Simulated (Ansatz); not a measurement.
Here is the system:

Starting cell, C (diamond):

```xyz
2
Lattice="0.0000 1.7801 1.7801 1.7801 0.0000 1.7801 1.7801 1.7801 0.0000" Properties=species:S:1:pos:R:3 pbc="T T T"
C      0.0000     0.0000     0.0000
C      0.8901     0.8901     0.8901
```

In this cell atom 2 (C, nearest neighbour C at 1.542 Å; its periodic images, 2.5 Å or more away, move with it) is moved by s along Cartesian [111], unit vector (0.577, 0.577, 0.577); all other atoms and the cell stay fixed.

Computed with r2SCAN (plane waves to 500 eV, PAW, scalar-relativistic; Ansatz, a quantum-chemistry and plane-wave program). k mesh 13×13×13 (Γ-centred), Fermi-Dirac smearing 0.05 eV. Energies are smeared free energies. As the smearing reaches across the gap at some points, energies and forces of such displacements shift with the k mesh and the smearing. C was relaxed with its symmetry unable to fall. ΔE is measured from the undisplaced structure.

The scan covers s from -0.310 to 0.310 Å in 11 points.

### Question
Is this a single well or a double well?

### Answer
A single well with its minimum at or next to zero displacement.

### Question
Is the energy the same for displacements of ±0.310 Å, and if not, which side lies higher?

### Answer
Not even: the negative side lies higher at ±0.310 Å. With its periodic images moving along, the atom's site symmetry in this cell is -43m.

### Question
What is the energy change at s = 0.310 Å?

### Answer
1105 meV/cell.

### Question
What force acts on the atom along the line at s = -0.310 Å?

### Answer
18.4 eV/Å.

### Question
What is the force constant k = d²E/ds² of this move at s = 0?

### Answer
38.7 eV/Å².

(For displaced atoms, the force is minus the slope of the energy, and its curvature is a force constant, which sets phonon frequencies.)
